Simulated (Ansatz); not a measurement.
Be (space group P6_3/mmc) relaxed with several functionals in Ansatz (plane waves to 420 eV, scalar-relativistic PAW, no spin-orbit coupling, symmetry kept). The database cell has 8.11 Å³/atom; its temperature or method isn't stated, so the comparison with it is no error of the functional. No moments.

```
functional conventional cell V (Å³/atom) against the database cell (%) gap on mesh (eV) largest moment (μB)
PBE+D3(BJ) a = 2.214 Å, b = 2.214 Å, c = 3.500 Å, α = 90.00°, β = 90.00°, γ = 120.00°         7.43                           -8.3              0.00                 0.00
       LDA  a = 2.226 Å, b = 2.226 Å, c = 3.516 Å, α = 90.00°, β = 90.00°, γ = 120.00°         7.55                           -6.9              0.00                 0.00
       PBE  a = 2.263 Å, b = 2.263 Å, c = 3.567 Å, α = 90.00°, β = 90.00°, γ = 120.00°         7.91                           -2.5              0.00                 0.00
```

Cost: 3 runs of about 0.51 core-minutes in all, on AMD EPYC 7R32 (Zen 2) (shared hosts).